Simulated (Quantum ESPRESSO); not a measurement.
**Band energies of MgPdF6**

```xyz
8
Lattice="2.4656 1.4235 4.5100 -2.4656 1.4235 4.5100 0.0000 -2.8471 4.5100" Properties=species:S:1:pos:R:3 pbc="T T T"
F      0.7119     1.4598     7.9069
F     -0.7119    -1.4598     5.6230
F     -1.6201    -0.1134     7.9069
F      1.6201     0.1134     5.6230
F      0.9082    -1.3464     7.9069
F     -0.9082     1.3464     5.6230
Mg     0.0000     0.0000     6.7650
Pd     0.0000     0.0000     0.0000
```

PBEsol (pw.x of Quantum ESPRESSO, ONCV potentials, without SOC); path ΓLB1,BZΓX,QFP1Z,LP; energies in eV from the valence-band maximum.

```
k (1/Å)  point  band 31  band 32  band 33  band 34  band 35  band 36  band 37  band 38
-------  -----  -------  -------  -------  -------  -------  -------  -------  -------
0.00         Γ    -1.49    -1.49    -0.61    -0.48    -0.48     2.13     2.13     6.91
0.19              -1.48    -1.45    -0.55    -0.49    -0.41     2.11     2.13     7.16
0.58              -1.54    -1.52    -0.64    -0.42    -0.14     1.99     2.14     8.80
0.77         L    -1.57    -1.53    -0.68    -0.42    -0.09     1.97     2.14     9.90
1.17              -1.60    -1.57    -0.44    -0.37    -0.14     1.95     2.11    10.42
1.37        B1    -1.63    -1.59    -0.43    -0.32    -0.10     1.94     2.08    10.92
1.37         B    -1.63    -1.59    -0.43    -0.32    -0.10     1.94     2.08    10.92
1.59              -1.64    -1.57    -0.39    -0.29    -0.10     1.94     2.05    10.22
2.05         Z    -1.58    -1.58    -0.36    -0.26    -0.26     2.03     2.03     9.31
2.51              -1.48    -1.48    -0.51    -0.41    -0.41     2.10     2.10     7.27
2.74         Γ    -1.49    -1.49    -0.61    -0.48    -0.48     2.13     2.13     6.91
3.12              -1.53    -1.42    -0.51    -0.43    -0.33     2.07     2.11     7.78
3.30              -1.58    -1.48    -0.52    -0.32    -0.26     2.03     2.10     8.70
3.68         X    -1.62    -1.58    -0.50    -0.35    -0.09     1.93     2.11    10.69
3.68         Q    -1.62    -1.58    -0.50    -0.35    -0.09     1.93     2.11    10.69
4.02         F    -1.65    -1.59    -0.65    -0.39     0.00     1.89     2.11    10.34
4.02        P1    -1.66    -1.58    -0.56    -0.26    -0.07     1.94     2.05    10.61
4.31              -1.60    -1.59    -0.37    -0.24    -0.18     1.97     2.04     9.72
4.61         Z    -1.58    -1.58    -0.36    -0.26    -0.26     2.03     2.03     9.31
4.61         L    -1.57    -1.53    -0.68    -0.42    -0.09     1.97     2.14     9.90
4.85              -1.64    -1.54    -0.63    -0.25    -0.13     1.99     2.07    10.13
5.09         P    -1.66    -1.58    -0.56    -0.26    -0.07     1.94     2.05    10.61
```

The PBEsol gap is direct, 1.89 eV at F.

Spin-orbit splittings are left out.

Geometry of the Materials Project entry, not relaxed at this level.
